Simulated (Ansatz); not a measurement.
Fe3Si in space group P4/mmm (No. 123; Fe on 2h, Fe on 1b, Si on 1a), r²SCAN (plane waves, PAW; program Ansatz), all energies at zero smearing, with the estimated change up to a 700 eV cutoff added, with one set of potentials and settings (totals compare only within such a set). Cell of 4 atoms (3 Fe, 1 Si): -14097.307 eV.

| element | reference phase | E (eV/atom) |
|---|---|---|
| Fe | Im-3m, 1 atoms in the cell, spin-polarised | -4485.8961 |
| Si | Fd-3m, 2 atoms in the cell | -639.0667 |

Formation energy per atom, worked out: (-14097.307 − 3×(-4485.8961) − 1×(-639.0667))/4 = -0.138 eV/atom (-13 kJ per mol of atoms), at 0 K, without zero-point energy or fitted corrections.

The workflow started from a Materials Project entry (that database holds measured and hypothetical structures alike); the Crystallography Open Database copy checked does not list it. COD files the formula under space group No. 225, so this cell is another polymorph or a model. Whether it is the stable phase at ambient conditions was not checked. The r²SCAN relaxation kept the symmetry of its start; whether a distortion lowers the energy is not shown. Spin order of the final state: ferromagnetic, chosen from 5 collinear starts compared on coarse meshes (ties went to the first, and starts can fall back to one state), not a proven ground state. Other orbital occupations within this spin state were not tried. The references are the lowest solids computed at this level, not always the standard phases.

Potentials: the later of the program's two PAW sets.
